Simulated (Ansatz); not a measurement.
Property card for Sb3Au

Sb3Au:
```
Sb3Au
1.0
   -2.95882     2.95882     2.95882
    2.95882    -2.95882     2.95882
    2.95882     2.95882    -2.95882
Sb Au
3 1
Direct
  0.00000   0.50000   0.50000
  0.50000   0.00000   0.50000
  0.50000   0.50000   0.00000
  0.00000   0.00000   0.00000
```

Space group Im-3m (No. 229); conventional cell a = 5.9176 Å, b = 5.9176 Å, c = 5.9176 Å, α = 90.00°, β = 90.00°, γ = 90.00°.

Method: DFT-r²SCAN in the program Ansatz with PAW potentials. Structure relaxed to zero pressure with the same functional. Other levels are named where they apply.

**Cell and energy**

| Item | Result |
|---|---|
| Volume per atom | 25.90 Å³ |
| Density | 9.01 g/cm³ |
| Formation energy from the elements (no fitted shifts) | 0.066 eV/atom |

**Electronic structure**

| Property | Value |
|---|---|
| Electronic character | metallic (no gap) |
| Density of states at the Fermi level | 0.45 states/eV per atom (mean over ±0.08 eV) |
| Gap with spin–orbit coupling | none (metallic) |

**Mechanics**

| Quantity | Value |
|---|---|
| Bulk modulus (Birch–Murnaghan fit) | 74.1 GPa |
| Pressure derivative B′ | 5.0 |

**Charges**

| Property | Result |
|---|---|
| Bader charges | Sb +0.17, Au -0.50 e |

The workflow started from an entry of the Crystallography Open Database (COD). Its standing as an ambient phase is unchecked. Symmetry was held in the r²SCAN relaxation; its stability against distortions is not shown here. The references are the lowest solids computed at this level, not always the standard phases. Scalar-relativistic: spin–orbit coupling is off unless named, which matters more the heavier the elements.

Potentials: the later of the program's two PAW sets.
